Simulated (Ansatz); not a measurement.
## Structure relaxation, PtSe$_{2}$

The start is a randomly generated symmetric cell of PtSe2 (space group No. 146). The structure is fully relaxed (lattice and positions, P = 0) with r2SCAN (plane waves to 500 eV, PAW, scalar-relativistic; Ansatz, a quantum-chemistry and plane-wave program). First-step values are on the input's coarse k-mesh.

Ansatz input (later rounds restart from its end on a renewed k-mesh):
Ansatz 0.2 input:
```yaml
crystal:
  lattice:
    - [2.3536421, 1.3588759, 8.0569829]
    - [-2.3536421, 1.3588759, 8.0569829]
    - [0, -2.7177518, 8.0569829]
  atoms:
    - { symbol: Pt, position: [0.49562751, 0.49562751, 0.49562751] }
    - { symbol: Pt, position: [0.33034882, 0.33034882, 0.33034882] }
    - { symbol: Se, position: [0.24982317, 0.24982317, 0.24982317] }
    - { symbol: Se, position: [0.97671573, 0.71749515, 0.53790638] }
    - { symbol: Se, position: [0.53790638, 0.97671573, 0.71749515] }
    - { symbol: Se, position: [0.71749515, 0.53790638, 0.97671573] }
basis: { ecutwfc: 500, ecutrho_ratio: 4, xc_grid: 4, fft_grid_basis: typed }
kpoints: { mp_grid: { grid: [6, 6, 6] } }
hamiltonian:
  xc: r2scan
  dispersion: none
  pseudopotentials: { kind: paw }
scf: { occupations: { method: fermi_dirac, width: 0.05 } }
relax: { f_tol: 0.01, max_steps: 100, cell: { stress_tol: 0.02 } }
output: { forces: true, stress: true }
```

Task: How much energy is released per atom?

Result: About 3.0 eV/atom.

Task: How does the volume change?

Result: +4.2 %, from 25.77 to 26.84 Å³/atom.

Task: What band gap does the relaxed structure have at this level?

Result: Zero (metallic).

Task: Write out the relaxed structure.

Result: 
Space group R3, hexagonal axes (No. 146); a = b = 5.233 Å, c = 20.372 Å, α = β = 90.00°, γ = 120.00°

```
atom  site  symmetry       x       y       z
----  ----  --------  ------  ------  ------
Pt      3a        3.  0.0000  0.0000  0.4965
Pt      3a        3.  0.0000  0.0000  0.6684
Se      3a        3.  0.0000  0.0000  0.7820
Se      9b         1  0.2833  0.3064  0.2484
```
(The calculation used a cell of 6 atoms; values per cell refer to that cell.)

The space group stays R3 (No. 146) (the run could not lower it), with 6 atoms in the primitive cell. Final values are on a 11×11×11 k-mesh of the relaxed cell. The start holds a very short contact (Se–Se 1.80 Å). No spin polarisation in the result.

The run could not lose the symmetry of its start: the end is stationary, and may be a saddle point rather than a minimum.

The relaxed structure here is a generated cell of PtSe2: the first start was made by a random draw of sites in a space group, and the end was not matched to a known phase here, so it may be hypothetical. Known forms of PtSe2 include space group No. 164.
